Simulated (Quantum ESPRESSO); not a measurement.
## Band energies of CsMo2AlO8

```
CsMo2AlO8
1.0
    5.65032     0.00000     0.00000
   -2.82516     4.89332     0.00000
    0.00000     0.00000     8.26479
O Al Mo Cs
8 1 2 1
Direct
  0.33333   0.66667   0.91434
  0.66667   0.33333   0.08566
  0.15751   0.31501   0.63584
  0.84250   0.68499   0.36416
  0.68499   0.84250   0.63584
  0.31501   0.15751   0.36416
  0.15751   0.84250   0.63584
  0.84250   0.15751   0.36416
  0.00000   0.00000   0.50000
  0.33333   0.66667   0.70221
  0.66667   0.33333   0.29779
  0.00000   0.00000   0.00000
```

PBEsol (pw.x of Quantum ESPRESSO, ONCV potentials, without SOC); path ΓMKΓALHA,LM,KH; energies in eV from the valence-band maximum.

```
k (1/Å)  point  band 40  band 41  band 42  band 43  band 44  band 45  band 46  band 47
-------  -----  -------  -------  -------  -------  -------  -------  -------  -------
0.00         Γ    -0.49    -0.48    -0.28    -0.28     0.00     3.67     3.67     4.13
0.43              -0.72    -0.62    -0.38    -0.35    -0.13     3.72     3.91     3.97
0.64         M    -0.75    -0.62    -0.59    -0.50    -0.11     3.73     3.95     4.00
0.64         K    -0.87    -0.87    -0.40    -0.29    -0.29     3.84     3.97     3.97
1.01              -0.75    -0.58    -0.34    -0.21    -0.20     3.75     3.82     4.02
1.38         Γ    -0.49    -0.48    -0.28    -0.28     0.00     3.67     3.67     4.13
1.76         A    -0.73    -0.48    -0.18    -0.18     0.00     3.78     3.78     4.03
2.08              -0.72    -0.65    -0.33    -0.26    -0.14     3.75     3.92     3.95
2.41         L    -0.73    -0.63    -0.60    -0.52    -0.19     3.80     3.85     4.06
2.78         H    -0.80    -0.80    -0.55    -0.33    -0.33     3.96     3.98     3.98
3.07              -0.74    -0.61    -0.52    -0.28    -0.23     3.79     3.89     4.03
3.37              -0.71    -0.57    -0.22    -0.18    -0.05     3.77     3.81     4.01
3.52         A    -0.73    -0.48    -0.18    -0.18     0.00     3.78     3.78     4.03
3.52         L    -0.73    -0.63    -0.60    -0.52    -0.19     3.80     3.85     4.06
3.90         M    -0.75    -0.62    -0.59    -0.50    -0.11     3.73     3.95     4.00
3.90         K    -0.87    -0.87    -0.40    -0.29    -0.29     3.84     3.97     3.97
4.28         H    -0.80    -0.80    -0.55    -0.33    -0.33     3.96     3.98     3.98
```

The PBEsol gap is direct, 3.67 eV at Γ.

Spin-orbit splittings are left out.

Geometry of the Materials Project entry, not relaxed at this level.
